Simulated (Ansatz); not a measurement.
Si:
Space group R-3, hexagonal axes (No. 148); a = b = 9.431 Å, c = 5.666 Å, α = β = 90.00°, γ = 120.00°

```csv
atom,site,symmetry,x,y,z
Si,18f,1,0.0352,0.2669,0.2508
Si,6c,3.,0.0000,0.0000,0.2875
```
(The calculation used a cell of 8 atoms; values per cell refer to that cell.)

Relaxed with r²SCAN.

Which orbitals make up the states near the Fermi level in plane-wave PAW r²SCAN (Ansatz code)?

Within 0.5 eV of the Fermi level: Si 3p 72 %, Si 3s 22 %, outside the projected shells 7 %. Projections are on Löwdin-orthogonalised atomic valence shells; empty p or d shells of many metals are not among them.

Tabulate the density of states.

States/eV per cell of 8 atoms, in 0.25 eV bins, energy from the Fermi level.

```
E (eV)  total  Si 3p  Si 3s
------  -----  -----  -----
-7.85    1.79   0.81   0.96
-7.60    1.51   0.72   0.78
-7.35    2.21   1.18   1.02
-7.10    2.84   1.62   1.20
-6.85    1.58   0.89   0.68
-6.60    1.17   0.69   0.47
-6.35    2.20   1.48   0.70
-6.10    2.37   1.61   0.74
-5.85    2.55   1.76   0.77
-5.60    2.74   1.86   0.86
-5.35    3.87   2.84   1.00
-5.10    2.68   2.03   0.62
-4.85    1.85   1.49   0.34
-4.60    2.11   1.74   0.34
-4.35    2.62   2.21   0.38
-4.10    3.25   2.79   0.43
-3.85    3.69   3.20   0.45
-3.60    4.10   3.59   0.46
-3.35    3.89   3.39   0.45
-3.10    3.91   3.50   0.35
-2.85    4.57   4.11   0.39
-2.60    4.91   4.50   0.33
-2.35    5.52   5.15   0.28
-2.10    5.57   5.24   0.24
-1.85    4.64   4.36   0.20
-1.60    4.29   4.00   0.20
-1.35    4.09   3.84   0.16
-1.10    2.60   2.47   0.08
-0.85    0.92   0.87   0.03
-0.60    0.50   0.48   0.01
-0.35    0.31   0.29   0.01
-0.10    0.11   0.10   0.00
0.15     0.22   0.13   0.07
0.40     0.97   0.60   0.28
0.65     2.47   1.56   0.67
0.90     2.12   1.33   0.58
1.15     3.20   2.02   0.82
1.40     3.90   2.47   0.93
1.65     3.79   2.29   0.96
1.90     4.33   2.64   1.02
2.15     4.62   2.83   1.00
2.40     4.42   2.74   0.84
2.65     4.70   2.90   0.82
2.90     4.54   2.78   0.78
3.15     4.59   2.80   0.72
3.40     4.68   2.90   0.68
3.65     4.67   2.87   0.65
3.90     4.47   2.73   0.60
4.15     4.67   2.84   0.60
4.40     4.31   2.59   0.56
4.65     4.14   2.49   0.50
```

The first step of the workflow began from a Materials Project structure, measured or hypothetical; the Crystallography Open Database copy checked does not list it. It is not the phase usual at ambient conditions (space group No. 227). The r²SCAN relaxation kept the symmetry of its start; its stability against distortions is not shown here.

Potentials: the later of the program's two PAW sets.
